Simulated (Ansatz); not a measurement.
CuI:
```
CuI
1.0
   12.35976     0.00000     0.00000
    0.00000     3.95782     0.00000
    0.00000     0.00000     3.95805
Cu I
4 4
Direct
  0.25000   0.25000   0.25011
  0.25000   0.75000   0.75011
  0.75000   0.75000   0.74989
  0.75000   0.25000   0.24989
  0.88543   0.25000   0.74988
  0.61457   0.75000   0.24988
  0.11457   0.75000   0.25012
  0.38543   0.25000   0.75012
```

Relaxed with plane-wave PAW LDA (Ansatz code). Indices refer to the conventional cell of P4/nmm, a = b = 3.958 Å, c = 6.180 Å, α = β = γ = 90.00°.

Task: Simulate the powder diffraction pattern (Cu Kα, λ = 1.54184 Å; lines above 1 %) up to 2θ = 90°.

Result: Simulated powder pattern, Cu Kα, λ = 1.54184 Å (kinematic, ideal powder, no thermal factors, no anomalous dispersion; the 30 strongest lines at most, above 1 %, up to 2θ = 90°):

```csv
2θ (°),d (Å),I/Imax (%),hkl
14.33,6.180,20,(001)
26.75,3.333,100,(101)
28.90,3.090,3.5,(002)
31.98,2.799,6.3,(110)
35.20,2.549,23,(111)
36.91,2.436,2.9,(102)
43.63,2.074,61,(112)
43.95,2.060,5.7,(003)
45.85,1.979,28,(200)
48.29,1.885,3.5,(201)
49.91,1.827,15,(103)
53.88,1.702,28,(211)
55.11,1.666,2.4,(202)
59.87,1.545,5.1,(004)
60.26,1.536,1.4,(212)
64.78,1.439,2.0,(104)
65.39,1.427,6.6,(203)
66.86,1.399,8.6,(220)
70.09,1.343,11,(213)
73.38,1.290,5.6,(301)
74.43,1.275,1.1,(222)
76.04,1.252,1.2,(310)
77.87,1.227,4.0,(311)
78.55,1.218,9.0,(204)
81.60,1.180,2.7,(105)
82.96,1.164,2.1,(214)
83.30,1.160,18,(312)
83.52,1.158,3.2,(223)
85.98,1.131,4.7,(115)
87.88,1.111,3.1,(303)
```

A made-up cell: these elements were put on the sites of a structure type; the Crystallography Open Database copy checked does not list it. It is not the phase usual at ambient conditions (space group No. 216). Symmetry was held in the LDA relaxation; phonons show weakly imaginary modes. The run is not spin-polarised. A crystal of weakly bound layers computed without a dispersion correction: the cell and the soft elastic constants depend strongly on that. Point labels and valley counts follow the cell and symmetry of the run, lower than the named group. Scalar-relativistic: spin–orbit coupling is off unless named, which matters more the heavier the elements.

Potentials: the earlier of the program's two PAW sets. The files were generated under PBE; for other functionals the program regenerates the frozen cores, and for LDA and PBEsol the local potential too.
